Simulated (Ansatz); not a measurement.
TiOs:
```
CELL_PARAMETERS angstrom
      3.03960     0.00000     0.00000
      0.00000     3.03960     0.00000
      0.00000     0.00000     3.03960
ATOMIC_POSITIONS crystal
  Ti 0.50000 0.50000 0.50000
  Os 0.00000 0.00000 0.00000
```

Relaxed with LDA. Special points in fractions of this cell's reciprocal vectors: Γ (0.000, 0.000, 0.000); X (0.000, 0.500, 0.000); M (0.500, 0.500, 0.000); R (0.500, 0.500, 0.500).

Question: List the band energies nearest the Fermi level at these points for the program Ansatz at the LDA level (PAW).

Answer: In eV from the Fermi level; about four levels below and three above (degenerate sets whole), none deeper than 8.9 eV; points with the same levels are listed once.

```tsv
k	below	above
Γ	-5.64 -5.64 -1.46 -1.46 -1.46	1.84 1.84 3.83 3.83 3.83
X	-1.75 -1.75 -1.08 -0.15	0.59 0.59 1.94
M	-5.87 -5.59 -3.40 -3.40	1.03 1.03 1.11
R	-3.83 -3.83 -3.83 -1.67 -1.67 -1.67	1.34 1.34 3.07 3.07
```

Space group Pm-3m (CsCl type). The workflow started from a Materials Project entry (that database holds measured and hypothetical structures alike); the Crystallography Open Database files this formula in space group No. 221, but the cells were not matched. Whether it is the stable phase at ambient conditions was not checked. Symmetry was held in the LDA relaxation; of distortions, only those at the zone centre were tested. The run is not spin-polarised. Spin–orbit coupling is left out wherever it is not named.

Potentials: the later of the program's two PAW sets.
